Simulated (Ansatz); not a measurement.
A geometry of VBiO$_{4}$ away from equilibrium: step 16 of the relaxation of a generated trial cell of VBiO4 in the AFLOW prototype AB4C_tI12_82_c_g_a (H0_7, as in BPO4). Calculation: PBE (plane waves to 420 eV, PAW, scalar-relativistic; Ansatz, a program for electronic structure). Γ-centred k-mesh 7×7×7 on the run's cell (coarser than for final values), Fermi–Dirac smearing 0.05 eV.

```xyz
6
Lattice="-2.7541 2.7541 4.3139 2.7541 -2.7541 4.3139 2.7541 2.7541 -4.3139" Properties=species:S:1:pos:R:3 pbc="T T T"
V      0.0000     2.7541     2.1569
O      0.8904     1.6460     1.1889
O      1.8637     1.1081     5.5028
O      3.8622     0.8904    -1.1889
O     -1.1081     1.8637     3.1249
Bi     0.0000     0.0000     0.0000
```
Spin-polarised start, with parallel moments on V.

**Question.** Which atoms carry the largest force, and which way does it point?

**Answer.** 0.01 eV/Å, on O2, O3, O4, O5 (atoms numbered as listed); on O3 its components are (-0.01, 0.01, -0.01).

**Question.** What is the pressure?

**Answer.** +2.1 GPa, compression positive.

**Question.** How much energy per atom can still be gained by relaxing?

**Answer.** 0.04 eV/atom; the path ends in I-4 (No. 82).

No spin polarisation in the result: the starting moments vanished. No Hubbard U is applied.

The run could not lose the symmetry of its start, so the end can be a saddle point.

The end of the path is a generated cell of VBiO4: the first start was made by placing the elements on the sites of a structure type, and the end was not matched to a known phase here, so it may be hypothetical. Known forms of VBiO4 include space group No. 88.
